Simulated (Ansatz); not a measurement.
## MoSe: which magnetic state is lowest?

Level of theory: DFT r2SCAN, scalar-relativistic, plane waves, PAW in Ansatz 0.2.0.

```yaml
crystal:
  lattice:
    - [3.10723, 0.00000, 0.00000]
    - [0.00000, 3.10723, 0.00000]
    - [0.00000, 0.00000, 3.10723]
  atoms:
    - { symbol: Mo, position: [0.00000, 0.00000, 0.00000] }
    - { symbol: Se, position: [0.50000, 0.50000, 0.50000] }
```

```json
{
 "plane-wave cutoff": "500 eV",
 "Γ-centred k-mesh": "14×14×14",
 "occupation rule": "Gaussian smearing, 0.1 eV",
 "list of starting moments (μB, in atom order)": "3.5 0",
 "check for lower electronic states after the SCF": "off"
}
```

All runs keep this geometry, which isn't relaxed for the lowest state (largest force there 0.000 eV/Å, pressure 5.4 GPa) and needn't be a stable compound; relaxing each order can shift differences of a few meV. Site moments are spin moments in atom-centred spheres that scale with the neighbour distance. The states are those that the runs reached from these starts; a lower one can exist. No antiferromagnetic start is among these.

Question: Starts tried: no spin; large parallel starting moments. Which state comes out lowest, and what are the moments?

Answer: All starts lose their moments; the cell is non-magnetic at this level.

```csv
start,ends,energy above lowest (meV/atom),site moments (μB),gap on mesh (eV),P (GPa)
no spin,non-magnetic,0.00,none over 0.05,metal,5.4
large parallel starting moments,non-magnetic,0.00,none over 0.05,metal,5.4
```

Cost: 2 runs of about 0.36 core-minutes in all, on Intel Xeon 6975P-C (Granite Rapids) (shared hosts).